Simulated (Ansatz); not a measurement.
Relaxation of a generated cell, HfCdO3 built in the GdFeO3 structure type; 20 atoms in the cell, which starts as Pnma (No. 62), oP20; a = 5.577 Å, b = 7.869 Å, c = 5.558 Å, α = β = γ = 90.00°. These are PBEsol (plane waves to 420 eV, PAW, scalar-relativistic; Ansatz, a quantum-chemistry and plane-wave program) values and carry that method's errors. Γ-centred k-mesh 4×3×4 on the run's cell (coarser than for final values), Fermi–Dirac smearing 0.05 eV. This is the first round of the run. 

The optimiser's lines from the output (shortened; P is positive under compression):

```
relax step   1: F+E_penalty+E_count = -101875.48375460 eV  Δ(F+E_penalty+E_count) = +0.000e0 eV  max|allowed force component| = 1.612e0 eV/Å  Δτ_max = 0.0000 Å  P = +11.981 GPa  Ω = 243.890 Å³  (8 SCF iters, dr2 threshold 1.00e-7 eV, accepted)
relax step   2: F+E_penalty+E_count = -101877.93767494 eV  Δ(F+E_penalty+E_count) = -2.454e0 eV  max|allowed force component| = 5.228e-1 eV/Å  Δτ_max = 0.1937 Å  P = -3.513 GPa  Ω = 254.056 Å³  (9 SCF iters, dr2 threshold 2.00e-6 eV, accepted)
relax step   3: F+E_penalty+E_count = -101877.74977883 eV  Δ(F+E_penalty+E_count) = +1.879e-1 eV  max|allowed force component| = 1.017e0 eV/Å  Δτ_max = 0.1936 Å  P = +6.081 GPa  Ω = 238.699 Å³  (8 SCF iters, dr2 threshold 2.00e-6 eV, rejected (line search))
relax step   4: F+E_penalty+E_count = -101878.34565865 eV  Δ(F+E_penalty+E_count) = -4.080e-1 eV  max|allowed force component| = 2.023e-1 eV/Å  Δτ_max = 0.0948 Å  P = -0.970 GPa  Ω = 248.668 Å³  (13 SCF iters, accepted)
relax step   5: F+E_penalty+E_count = -101878.40987643 eV  Δ(F+E_penalty+E_count) = -6.422e-2 eV  max|allowed force component| = 2.271e-2 eV/Å  Δτ_max = 0.0461 Å  P = -0.026 GPa  Ω = 246.460 Å³  (6 SCF iters, dr2 threshold 2.00e-6 eV, accepted)
relax step   6: F+E_penalty+E_count = -101878.41012027 eV  Δ(F+E_penalty+E_count) = -2.438e-4 eV  max|allowed force component| = 1.234e-2 eV/Å  Δτ_max = 0.0062 Å  P = +0.001 GPa  Ω = 246.468 Å³  (6 SCF iters, dr2 threshold 8.85e-8 eV, accepted)
relax step   7: F+E_penalty+E_count = -101878.41038329 eV  Δ(F+E_penalty+E_count) = -2.630e-4 eV  max|allowed force component| = 6.788e-4 eV/Å  Δτ_max = 0.0025 Å  P = -0.000 GPa  Ω = 246.454 Å³  (6 SCF iters, dr2 threshold 3.49e-8 eV, accepted)
relax step   8: F+E_penalty+E_count = -101878.42465526 eV  Δ(F+E_penalty+E_count) = -1.427e-2 eV  max|allowed force component| = 1.540e-3 eV/Å  Δτ_max = 0.0000 Å  P = +0.129 GPa  Ω = 246.454 Å³  stress off target by 2.02e-1 GPa  SCF on the basis re-selected at this cell (its energy is not comparable with the rows above)  (7 SCF iters)
relax step   9: F+E_penalty+E_count = -101878.42408924 eV  Δ(F+E_penalty+E_count) = +5.660e-4 eV  max|allowed force component| = 1.893e-3 eV/Å  Δτ_max = 0.0016 Å  P = -0.016 GPa  Ω = 246.627 Å³  (5 SCF iters, dr2 threshold 1.02e-7 eV, accepted)
relax step  10: F+E_penalty+E_count = -101878.42415072 eV  Δ(F+E_penalty+E_count) = -6.148e-5 eV  max|allowed force component| = 5.024e-4 eV/Å  Δτ_max = 0.0005 Å  P = +0.002 GPa  Ω = 246.614 Å³  (6 SCF iters, dr2 threshold 2.76e-9 eV, accepted)
relax step  11: F+E_penalty+E_count = -101878.42486929 eV  Δ(F+E_penalty+E_count) = -7.186e-4 eV  max|allowed force component| = 5.055e-4 eV/Å  Δτ_max = 0.0000 Å  P = +0.004 GPa  Ω = 246.614 Å³  stress off target by 1.02e-2 GPa  SCF on the basis re-selected at this cell (its energy is not comparable with the rows above)  (5 SCF iters)
```

From the first to the last row the energy changes by -0.15 eV/atom and the volume by +1.1 %. The last row is marked as not comparable with the walk above it, whose basis was carried along; it does compare with step 1, since both stand on a basis selected at the nominal cutoff for their own cell.

Step 3 was rejected by the optimiser.

Later rounds, restarted from the end of this one on a renewed k-mesh, logged 2 more steps and released under 1 meV/atom more. The final structure after all rounds: Pnma (No. 62), oP20, AFLOW prototype AB3C_oP20_62_c_cd_a (as in CaTiO3); a = 5.647 Å, b = 7.961 Å, c = 5.486 Å, α = 90.00°, β = 90.00°, γ = 90.00°. Between re-selections the logged energies stand on a plane-wave basis carried along with the cell. No spin polarisation in the result.

The run could not lose the symmetry of its start.

The first start was generated by placing the elements on the sites of a structure type. Materials Project lists a structure of HfCdO3 in the same space group, Pnma (No. 62); the sites were not compared with it, nor with measured phases.
